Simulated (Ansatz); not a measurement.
**Zn5Se3S2 (I-4m2) at 2 levels of theory**

One geometry, relaxed with PBE; plane waves with PAW potentials in Ansatz, scalar-relativistic. No spin polarisation. Gaps are the least over mesh and band path; pressure is positive in compression.

```cif
data_structure
_symmetry_space_group_name_H-M 'P 1'
_symmetry_Int_Tables_number 1
_cell_length_a 14.3151
_cell_length_b 14.3151
_cell_length_c 14.3151
_cell_angle_alpha 164.055
_cell_angle_beta 164.055
_cell_angle_gamma 22.624
_cell_volume 221.34
loop_
_atom_site_label
_atom_site_type_symbol
_atom_site_fract_x
_atom_site_fract_y
_atom_site_fract_z
_atom_site_occupancy
Zn1 Zn 0.25000 0.75000 0.50000 1
Zn2 Zn 0.85422 0.35422 0.50000 1
Zn3 Zn 0.44797 0.94797 0.50000 1
Zn4 Zn 0.05203 0.55203 0.50000 1
Zn5 Zn 0.64578 0.14578 0.50000 1
Se1 Se 0.19790 0.19790 0.00000 1
Se2 Se 0.80210 0.80210 0.00000 1
Se3 Se 0.00000 0.00000 0.00000 1
S1 S 0.59891 0.59891 0.00000 1
S2 S 0.40109 0.40109 0.00000 1
```

| level | cutoff (eV) | k mesh | gap (eV) | pressure (GPa) |
| --- | --- | --- | --- | --- |
| PBE | 420 | 10×10×10 | 1.41 | 0.0 |

Problem. What comes out on the same cell with r2SCAN?

Solution.
```json
{"level": "r2SCAN", "cutoff (eV)": "500", "k mesh": "10×10×10", "gap (eV)": "1.96", "pressure (GPa)": "-2.1"}
```

It was reached by relaxing an invented guess, and it needn't be the stable form of this composition.
